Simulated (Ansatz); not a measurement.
**Band structure of EuMn2Sb2**

```xyz
5
Lattice="4.5700 0.0000 0.0000 -2.2850 3.9577 0.0000 0.0000 0.0000 7.6600" Properties=species:S:1:pos:R:3 pbc="T T T"
Eu    0.0000    0.0000    0.0000
Mn    0.0000    2.6385    4.7492
Mn    2.2850    1.3192    2.9108
Sb    0.0000    2.6385    1.9916
Sb    2.2850    1.3192    5.6684
```

Atom numbers follow the list: Eu1, Mn2, Mn3, Sb4, Sb5.

The cell is COD entry 1525185, as deposited and not checked against the literature; nothing was relaxed.

Semilocal functionals without a Hubbard term describe localised f shells poorly; where the shell is localised, the real material differs.

Runs of this kind can end on a higher state of the open shell or of the magnetic order, so this needn't be the ground state of the method.

No spin–orbit coupling, which matters for the heavy atoms here.

Theory: Ansatz 0.2.0, DFT, PBE, all-electron LAPW, scalar-relativistic.

The runs use a Γ-centred 8×8×4 k mesh, Fermi–Dirac smearing of 0.08 eV, basis error target 1 meV/atom, spin-polarised from start moments Eu1 7, Mn2 4, Mn3 4 μB, ending with a cell moment of 15.68 μB.

Points in fractions of the reciprocal vectors of this cell: Γ (0, 0, 0), M (0.5, 0, 0), K (0.333, 0.333, 0), A (0, 0, 0.5), L (0.5, 0, 0.5), H (0.333, 0.333, 0.5). The path joins them by straight lines in the order Γ–M–K–Γ–A–L–H–A–L; legs that retrace an earlier one aren't tabulated. Energies are in eV from the Fermi level.

Q: List the spin-down levels at L between -14 and 5.5 eV.

A: -9.26, -8.90, -4.18, -3.82, -2.19, -2.03, -1.87, -1.71, 0.06, 0.11, 0.15, 0.47, 0.88, 0.89, 1.21, 1.22, 1.59, 2.27, 2.54, 3.38, 3.48, 4.08, 4.13, 4.22 (×2), 4.26, 4.34, 4.41, 4.56, 4.73, 4.85, 4.87.

Q: List the spin-up levels at L between -14 and 5.5 eV.

A: -9.34, -8.98, -4.91, -4.43, -3.55, -3.38, -3.23, -3.10, -3.09, -2.97, -2.79, -2.63, -2.54, -2.27, -1.97, -1.83, -0.74, -0.57, -0.45 (×2), -0.42, -0.41, -0.39, 0.09, 0.24, 0.89, 2.22, 2.35, 3.04, 3.13, 3.73, 3.76, 5.25.

Q: List the spin-down levels at K between -14 and 5.5 eV.

A: -9.01 (×2), -3.54 (×2), -3.35, -2.28, -2.11 (×2), -0.19, 0.20, 0.53 (×2), 0.95, 0.99 (×2), 1.26 (×2), 2.26, 3.17, 3.72 (×2), 4.16 (×2), 4.22, 4.26, 4.33, 4.36 (×2), 4.54, 4.63 (×2).

Q: What is the band gap?

A: none: bands cross the Fermi level, a metal.
